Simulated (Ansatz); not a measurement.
# W: ideal shear of a crystal plane

The calculation used DFT PBEsol, scalar-relativistic, plane waves, PAW in Ansatz 0.2.0. Cutoff 420 eV, Γ-centred 23×23×7 k-points, Gaussian smearing of 0.15 eV. Spin–orbit coupling is left out, which can shift energies with elements as heavy as these. No spin polarisation. Energies are free energies at this smearing, counted from the undisturbed cell; pressure is positive in compression.

Zero of the scan (relaxed at this level; with this scan's settings it stands at -0.1 GPa):

```
W
1.0
    -1.57718    1.57718   -1.57718
    -1.57718   -1.57718    1.57718
     0.00000    6.30872    6.30872
W
4
Cartesian
  0.0000 5.5201 5.5201
  -1.5772 0.7886 0.7886
  0.0000 2.3658 2.3658
  -1.5772 3.9430 3.9430
```

The cut lies on the cell's a–b face, a (0 1 1) plane (indices in the standard cell, whose axes needn't be the Cartesian ones shown) of area 7.04 Å², between layers 2.23 Å apart. Vector c is tilted by f times 1·a − 1·b (length 4.461 Å) with the atoms' Cartesian places fixed: one unrelaxed fault a cell. The traction is dγ/du, the slope of γ against the slip u in Å. Some rows repeat others by symmetry and weren't run.

```
     f  γ (mJ/m²) traction (GPa)
0.0000          0             0.0
0.0833        498            23.7
0.1667       1345            16.7
0.2500       1824            15.8
0.3333       2882            41.6
0.4167       4576            41.7
0.5000       5432             0.0
0.5833       4576           -41.7
0.6667       2882           -41.6
0.7500       1824           -15.8
0.8333       1345           -16.7
0.9167        498           -23.7
```

Problem. Read off the first barrier and the stress needed to climb it, and compare with Frenkel's sinusoid.

Solution. The first sampled maximum lies at f = 0.500, a slip of 2.23 Å, with γ ≈ 5432 mJ/m², which stands in for the unstable fault energy γ_us, and the steepest sampled slope before it is 41.7 GPa. A sinusoid γ = γ_us sin²(πu/λ) with its maximum there has λ = 4.46 Å and a largest slope πγ_us/λ = 38.3 GPa (1 mJ/m² per Å = 0.01 GPa).

Problem. Is there a metastable fault on this line?

Solution. Apart from points where γ returns to about zero, no local minimum shows among the samples, so at this sampling the line offers no fault for a dislocation to split on; a fault can still lie off the line.

The cut is rigid; relaxing the faces lowers these energies and usually the stresses.

In a metal these slopes depend on the k mesh and the smearing.

Cost: 7 runs of about 9.4 core-minutes in all, on Arm Neoverse V1 (shared hosts).